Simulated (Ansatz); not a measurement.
Ga4SbP3, ordered on the zincblende lattice (I-42m) with 8 atoms a cell at its r2SCAN geometry, run in Ansatz 0.2.0 at 2 levels of theory. Note: simulated data, non-magnetic, for a generated structure that need not be the stable one.

The PBE+SOC input:
```yaml
crystal:
  lattice:
    - [-2.8109217451, 2.8109217451, 5.6062601124]
    - [2.8109217451, -2.8109217451, 5.6062601124]
    - [2.8109217451, 2.8109217451, -5.6062601124]
  atoms:
    - { symbol: P, position: [0.25, 0.75, 0.5] }
    - { symbol: Ga, position: [0.8636678462, 0.3989348045, 0.0] }
    - { symbol: P, position: [0.5, 0.5, 0.0] }
    - { symbol: Ga, position: [0.1363321538, 0.1363321538, 0.5352669583] }
    - { symbol: P, position: [0.75, 0.25, 0.5] }
    - { symbol: Ga, position: [0.3989348045, 0.8636678462, 0.0] }
    - { symbol: Sb, position: [0.0, 0.0, 0.0] }
    - { symbol: Ga, position: [0.6010651955, 0.6010651955, 0.4647330417] }
kpoints:
  mp_grid: { grid: [6, 6, 6] }
  band_path:
    path:
      - [0.0, 0.0, 0.0]
      - [0.0, 0.0, 0.5]
      - [0.25, 0.25, 0.25]
      - [0.0, 0.5, 0.0]
      - [0.5, 0.5, -0.5]
      - [0.3128479377, 0.6871520623, -0.3128479377]
      - [-0.3128479377, 0.3128479377, 0.3128479377]
      - [-0.1256958755, 0.1256958755, 0.5]
      - [0.5, 0.5, -0.1256958755]
    npoints: 1
hamiltonian:
  xc: pbe
scf:
  occupations: { method: fermi_dirac, width: 0.02 }
  n_extra_bands: 12
magnetization:
  noncollinear: true
  spin_orbit: true
output:
  forces: true
  stress: true
  eigenvalues: true
```

Main results, then, where recorded, the levels near the gap in eV from the Fermi energy (columns number the bands from 0), one row a point of the path (Γ, X, P, N, M, S, S₀, R, G):
```
Crystal: 8 atoms, lattice volume = 177.187 Å³
Symmetry: 8 space group operations + 8 with time reversal
Magnetic group: BNS 121.328 (UNI 988)
```
```
Basis set: ecut = 420 eV, 3491 PW (Γ)
k-points: 30 of 216 (time reversal used)
SCF converged after 9 iterations
Free energy (F): -23888.881425 eV
Fermi energy:    7.894977 eV
--- Forces (eV/Å), atoms counted from 1 ---
  atom   1  P       0.00000      0.00000      0.00000
  atom   2  Ga      0.02309    -0.02309      0.03430
  atom   3  P       0.00000      0.00000      0.00000
  atom   4  Ga      0.02309      0.02309    -0.03430
  atom   5  P       0.00000      0.00000      0.00000
  atom   6  Ga    -0.02309      0.02309      0.03430
  atom   7  Sb      0.00000      0.00000      0.00000
  atom   8  Ga    -0.02309    -0.02309    -0.03430
--- Stress (GPa, compression-positive) ---
        2.282684       0.000000       0.000000
        0.000000       2.282684       0.000000
        0.000000       0.000000       2.252856
  P = ⅓ Tr σ = 2.2727 GPa (22.727 kbar)
```
```tsv
band_76	band_77	band_78	band_79	band_80	band_81	band_82	band_83	band_84	band_85	band_86	band_87
-0.694	-0.694	-0.432	-0.432	-0.402	-0.402	0.398	0.398	0.941	0.941	1.326	1.326
-1.642	-1.642	-1.244	-1.244	-1.036	-1.036	0.512	0.512	0.985	0.985	1.908	1.908
-2.087	-2.087	-1.348	-1.348	-1.157	-1.157	1.437	1.437	1.456	1.456	2.045	2.045
-2.474	-2.474	-2.033	-2.033	-1.477	-1.477	2.338	2.338	2.420	2.420	2.510	2.510
-2.583	-2.583	-1.817	-1.817	-1.636	-1.636	0.690	0.690	1.026	1.026	1.061	1.061
-2.516	-2.507	-1.653	-1.580	-1.456	-1.447	1.075	1.075	2.066	2.075	2.533	2.539
-2.516	-2.507	-1.653	-1.580	-1.456	-1.447	1.075	1.075	2.066	2.075	2.533	2.539
-1.895	-1.840	-1.660	-1.548	-1.289	-1.277	0.925	0.938	1.372	1.393	2.569	2.583
-1.895	-1.840	-1.660	-1.548	-1.289	-1.277	0.925	0.938	1.372	1.393	2.569	2.583
```

With PBE+SOC the gap is 0.80 eV and direct, at Γ.

Question: Another run on the same cell gave
```
Basis set: ecut = 420 eV, 3491 PW (Γ)
k-points: 13 of 64 (time reversal used)
hybrid outer 1: dexx = +5.636e-2 eV, tail = 1.67e-4 eV
hybrid outer 2: dexx = +1.023e-5 eV, tail = 1.14e-7 eV, Δε = 3.62e-3 eV, ΔF = 1.84e-3 eV/Å
hybrid outer 3: dexx = +3.986e-9 eV, tail = 3.40e-9 eV, Δε = 9.08e-5 eV, ΔF = 3.91e-5 eV/Å
hybrid SCF converged: 3 outer / 14 inner (+4 warm-up)
Free energy (F): -23894.026613 eV
Fermi energy:    6.680810 eV
--- Forces (eV/Å), atoms counted from 1 ---
  atom   1  P       0.00000      0.00000      0.00000
  atom   2  Ga    -0.01526      0.01526    -0.00074
  atom   3  P       0.00000      0.00000      0.00000
  atom   4  Ga    -0.01526    -0.01526      0.00074
  atom   5  P       0.00000      0.00000      0.00000
  atom   6  Ga      0.01526    -0.01526    -0.00074
  atom   7  Sb      0.00000      0.00000      0.00000
  atom   8  Ga      0.01526      0.01526      0.00074
--- Stress (GPa, compression-positive) ---
        0.218774       0.000000       0.000000
        0.000000       0.218774       0.000000
        0.000000       0.000000       0.190514
  P = ⅓ Tr σ = 0.2094 GPa (2.094 kbar)
```
```tsv
band_38	band_39	band_40	band_41	band_42	band_43
-0.038	0.000	0.000	2.239	2.754	3.213
-1.183	-0.810	-0.655	2.371	2.883	3.879
-1.768	-0.829	-0.829	3.366	3.366	3.960
-2.167	-1.710	-1.062	4.324	4.341	4.483
-2.319	-1.355	-1.355	2.420	2.851	2.851
-2.211	-1.197	-1.080	2.853	3.983	4.556
-2.211	-1.197	-1.080	2.853	3.983	4.556
-1.403	-1.183	-0.905	2.782	3.275	4.630
-1.403	-1.183	-0.905	2.782	3.275	4.630
```
Which level of theory and mesh gave it?

Answer: It is PBE0, judged by the exchange loop and the size of the gap (a near hybrid could fit too), on 4×4×4; the blocks that differ from the first input, but for the band path:
```yaml
kpoints:
  mp_grid: { grid: [4, 4, 4] }
hamiltonian:
  xc: pbe0
scf:
  occupations: { method: fixed }
  n_extra_bands: 6
```
(magnetization left out)
PBE0 gives a direct gap of 2.24 eV at Γ. The mean stress, +0.2 GPa, is small, and the program warns that its thresholds are loose for a hybrid's stress.

The hybrids run on coarser meshes, which limits their stresses and small splittings of levels.

Totals of different functionals, or with and without spin-orbit coupling, can't be compared.

Only the levels marked +SOC include spin-orbit coupling.
